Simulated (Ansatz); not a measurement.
GaSb:
```cif
data_Ga2Sb2
_chemical_formula_sum 'Ga2 Sb2'
_space_group_name_H-M_alt 'P63/mmc'
_space_group_IT_number 194
_space_group_name_Hall '-P 6c 2c'
_cell_length_a 3.96465
_cell_length_b 3.96465
_cell_length_c 6.99818
_cell_angle_alpha 90.000
_cell_angle_beta 90.000
_cell_angle_gamma 120.000
loop_
_atom_site_label
_atom_site_type_symbol
_atom_site_symmetry_multiplicity
_atom_site_Wyckoff_symbol
_atom_site_fract_x
_atom_site_fract_y
_atom_site_fract_z
_atom_site_occupancy
Ga1 Ga 2 a 0.00000 0.00000 0.00000 1
Sb1 Sb 2 c 0.33333 0.66667 0.25000 1
```

Relaxed at zero pressure with the program Ansatz at the r²SCAN level (PAW).

Problem. The volume is raised by 9 % and shape and atoms relax at that volume. What pressure results, and how do the axes share the change?

Solution. -4.2 GPa; a 4.0 %, b 4.0 %, c 0.9 %; the energy rises by 30 meV/atom.

Problem. Give the new structure.

Solution. 
Space group P6₃/mmc (No. 194); a = b = 4.1215 Å, c = 7.0585 Å, α = β = 90.00°, γ = 120.00°

```json
[
 {"atom": "Ga", "site": "2a", "symmetry": "-3m.", "x": "0.0000", "y": "0.0000", "z": "0.0000"},
 {"atom": "Sb", "site": "2c", "symmetry": "-6m2", "x": "0.3333", "y": "0.6667", "z": "0.2500"}
]
```

The phase is kept; no other phase was compared at this pressure.

Space group P6_3/mmc (NiAs type). The start of the workflow was typed in or built on a structure type; neither database checked (COD, Materials Project) lists it. It is not the phase usual at ambient conditions (space group No. 216). The r²SCAN relaxation kept the symmetry of its start; its stability against distortions is not shown here. Spin–orbit coupling is left out wherever it is not named.

Potentials: the later of the program's two PAW sets.
